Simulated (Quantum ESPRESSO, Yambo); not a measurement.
**Levels of theory for the gap of TiO$_{2}$**

TiO2 (space group P1, No. 1, within 0.06 Å of C2/m): one geometry, one set of PBEsol (Quantum ESPRESSO, PseudoDojo norm-conserving, 84 Ry, without SOC) orbitals, self-energies from Yambo (4×4×2 Γ-centred k mesh, bands 4 to 161 and a 7 Ry block in the screening, 161 bands in G with the Bruneval-Gonze terminator, plasmon pole fitted at 27.2 eV).

The geometry is that of Materials Project entry mp-766454, symmetrised and not relaxed again.

```tsv
level	gap Γ → Γ (eV)	rough Yambo cost
PBEsol (Quantum ESPRESSO)	2.32	–
exchange only (Hartree-Fock self-energy on PBEsol orbitals)	15.09	about 1/20 (14 states)
static COHSEX@PBEsol	4.31	within a factor of two (2 states)
G0W0@PBEsol, plasmon pole	3.86	1 (14 states)
```

Bare exchange has no screening and gives the widest gap; static COHSEX screens it but leaves out the frequency dependence, which G0W0 restores. The mesh misses a band edge: along a dense path the PBEsol gap is 2.26 eV against 2.32 eV on the mesh. All rows use the PBEsol edge points; in the exchange only run other k points give a smaller gap, 14.84 eV.

Costs are rough ratios of core time on shared machines.

Nearest settings tried, and what they do to the gap: 73 bands in W, 73 bands in G: +14 meV; 3 Ry block (61 vectors against 209): +444 meV. Not varied: mesh. So the settings aren't converged at that level.

This is not the ordinary phase of the substance; no match was found in the copy of COD used, and its stability was not checked.
